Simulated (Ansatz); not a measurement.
BeS (zinc blende)

```yaml
crystal:
  lattice:
    - [0.00000, 2.43426, 2.43426]
    - [2.43426, 0.00000, 2.43426]
    - [2.43426, 2.43426, 0.00000]
  atoms:
    - { symbol: S, position: [0.25000, 0.25000, 0.25000] }
    - { symbol: Be, position: [0.00000, 0.00000, 0.00000] }
```

Equation-of-state scan: isotropic scaling of the cell above, V₀ being its volume. Symmetry pins the atoms to their sites.

Computed with r2SCAN (plane waves to 500 eV, PAW, scalar-relativistic; Ansatz, an electronic-structure program). k mesh 12×12×12 (Γ-centred), Fermi-Dirac smearing 0.05 eV. Stress and pressure are positive under compression. BeS was relaxed with its symmetry unable to fall.

At one point of the scan the stress tensor (GPa) is:

```
   -7.8      0.0      0.0
    0.0     -7.8      0.0
    0.0      0.0     -7.8
```

### Question
Which point is it?
(A) V/V₀ = 1.100
(B) V/V₀ = 1.075
(C) V/V₀ = 1.025
(D) V/V₀ = 1.050

### Answer
A, V/V₀ = 1.100

(Under strain, the slope of the energy per volume gives the stress and its curvature an elastic modulus.)
